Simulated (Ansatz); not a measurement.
# Calculated with Ansatz: Li₂Sb, relaxation

input.yaml:

```yaml
crystal:
  lattice:
    - [4.548282, 0.0, 0.0]
    - [-2.274141, 3.938932, 0.0]
    - [0.0, 0.0, 5.571719]
  atoms:
    - { symbol: Li, position: [0.3333, 0.6667, 0.75] }
    - { symbol: Li, position: [0.6666, 0.3333, 0.25] }
    - { symbol: Sb, position: [0.3333, 0.6667, 0.25] }
    - { symbol: Sb, position: [0.6666, 0.3333, 0.75] }
    - { symbol: Li, position: [0.0, 0.0, 0.0] }
    - { symbol: Li, position: [0.0, 0.0, 0.5] }
  symmetry: { tolerance: 0.0003 }
kpoints:
  mp_grid: { grid: [7, 7, 5], shift: [0, 0, 0] }
magnetization:
  spin_polarized: false
scf:
  occupations: { method: methfessel_paxton, width: 0.0415 }
  lower_state_search: "off"
hamiltonian:
  pseudopotentials: { kind: paw }
  xc: pbesol
basis:
  ecutwfc: 420
  fft_grid_basis: typed
relax:
  max_steps: 60
  cell: { p_target: 0.0 }
output:
  forces: true
  stress: true
  eigenvalues: true
  bader: true
  populations: true
  elf: true
  write_potential: true
  volumetric_format: npy
  dos:
    e_range: [-12, 8]
    de: 0.05
    projected: { site_lists: { Li: [Li], Sb: [Sb] } }
  write_density: true
checkpoint:
  read: saved_state
```

Launch command:

```bash
ansatz run input.yaml --threads 2 --pin off --max-ram 3584MiB --backend cpu --events-out ev --progress --plain --runs-dir out
```

Origin of the cell: a known structure type with other elements, at an estimated volume, so it need not be a known compound.

The saved state is a converged single point of the same cell.

Steps («new basis» is an SCF on plane waves selected anew at the same cell):

| step | ΔF (meV/atom) | max force component (eV/Å) | P (GPa) | volume (Å³) | SCF iterations | step was |
| --- | --- | --- | --- | --- | --- | --- |
| 1 | 0.0 | 0.000 | 4.45 | 99.82 | 5 | accepted |
| 2 | -25.9 | 0.000 | 0.52 | 109.33 | 5 | accepted |
| 3 | -26.5 | 0.000 | 0.09 | 110.73 | 3 | accepted |
| 4 | -26.5 | 0.000 | 0.03 | 110.96 | 3 | accepted |
| 5 | -26.7 | 0.000 | 0.02 | 110.96 | 6 | new basis |

Before:

Space group P6_3/mmc (No. 194); the run's cell has a = 4.548 Å, b = 4.548 Å, c = 5.572 Å, α = 90.00°, β = 90.00°, γ = 120.00°. Shortest distances: Li–Sb 2.63 Å, Li–Li 2.79 Å.

After:

Space group P6_3/mmc (No. 194); the run's cell has a = 4.658 Å, b = 4.658 Å, c = 5.905 Å, α = 90.00°, β = 90.00°, γ = 120.00°. Shortest distances: Li–Sb 2.69 Å, Li–Li 2.95 Å.

```xyz
6
Lattice="4.6580 0.0000 0.0000 -2.3290 4.0339 0.0000 0.0000 0.0000 5.9051" Properties=species:S:1:pos:R:3 pbc="T T T"
Li    0.0000    2.6893    4.4289
Li    2.3290    1.3446    1.4763
Sb    0.0000    2.6893    1.4763
Sb    2.3290    1.3446    4.4289
Li    0.0000    0.0000    0.0000
Li    0.0000    0.0000    2.9526
```

```yaml
Free_energy_lowered_by: 26.7 meV/atom
Volume_change: 11.16 %
Final_pressure: 0.02 GPa
Relaxation_steps_listed: 5
Formation_energy_elements_under_the_same_functional_gases_as_molecules_uncorrected: -0.512 eV/atom
```

Caveats: no spin-orbit coupling, though heavy elements are present; the relaxation held the start's symmetry, so the end may be a saddle point.

Time: 23 s on 2 threads of Arm Neoverse V2, with other jobs on the host, peak memory 0.41 GiB, from a saved density.
